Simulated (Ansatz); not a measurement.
TiN (rock salt, Fm-3m) under volume change, plane-wave PAW LDA (Ansatz code), scaled uniformly.

```json
[
 {"V (Å³/atom)": "8.258", "E − E(relaxed) (meV/atom)": "86.5", "P (GPa)": "36.85"},
 {"V (Å³/atom)": "8.530", "E − E(relaxed) (meV/atom)": "36.4", "P (GPa)": "22.58"},
 {"V (Å³/atom)": "8.802", "E − E(relaxed) (meV/atom)": "8.6", "P (GPa)": "10.40"},
 {"V (Å³/atom)": "9.074", "E − E(relaxed) (meV/atom)": "0.0", "P (GPa)": "0.00"},
 {"V (Å³/atom)": "9.347", "E − E(relaxed) (meV/atom)": "7.8", "P (GPa)": "-8.88"},
 {"V (Å³/atom)": "9.619", "E − E(relaxed) (meV/atom)": "29.5", "P (GPa)": "-16.47"},
 {"V (Å³/atom)": "9.891", "E − E(relaxed) (meV/atom)": "63.1", "P (GPa)": "-22.95"}
]
```

### Question
What does a third-order Birch–Murnaghan fit give for V₀, B₀ and B′?

### Answer
V₀ = 9.07 Å³/atom, B₀ = 320 GPa, B′ = 4.2.

The cell was relaxed with LDA under the symmetry of its start. No spin polarisation was allowed.

Potentials: the earlier of the program's two PAW sets. The files were generated under PBE; for other functionals the program regenerates the frozen cores, and for LDA and PBEsol the local potential too.
